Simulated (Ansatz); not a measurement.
CsPbCl3:
```
CsPbCl3
1.0
    5.73337     0.00000     0.00000
    0.00000     5.73337     0.00000
    0.00000     0.00000     5.73337
Cs Pb Cl
1 1 3
Direct
  0.50000   0.50000   0.50000
  0.00000   0.00000   0.00000
  0.00000   0.00000   0.50000
  0.50000   0.00000   0.00000
  0.00000   0.50000   0.00000
```

Relaxed with PBE. Special points in fractions of this cell's reciprocal vectors: Γ (0.000, 0.000, 0.000); X (0.000, 0.500, 0.000); M (0.500, 0.500, 0.000); R (0.500, 0.500, 0.500).

**Question.** List the band energies nearest the valence-band maximum at these points for DFT-PBE in the program Ansatz with PAW potentials.

**Answer.** In eV from the valence-band maximum; about four levels below and three above (degenerate sets whole), none deeper than 8.9 eV; points with the same levels are listed once.

| k | below | above |
|---|---|---|
| Γ | -2.13 -2.13 -2.13 -2.05 -2.05 -2.05 | 3.67 4.74 4.74 |
| X | -2.23 -2.23 -2.22 -2.14 -2.14 -1.44 | 3.14 4.98 5.39 5.39 |
| M | -2.29 -2.29 -1.76 -0.70 | 2.71 2.71 5.03 |
| R | -1.75 -1.75 -1.75 0.00 | 2.21 2.21 2.21 |

Space group Pm-3m (cubic perovskite). This is a known high-temperature phase of the composition, computed here at zero pressure and temperature. Symmetry was held in the PBE relaxation; whether a distortion lowers the energy is not shown. Scalar-relativistic: spin–orbit coupling is off unless named, which matters more the heavier the elements.

Potentials: the later of the program's two PAW sets.
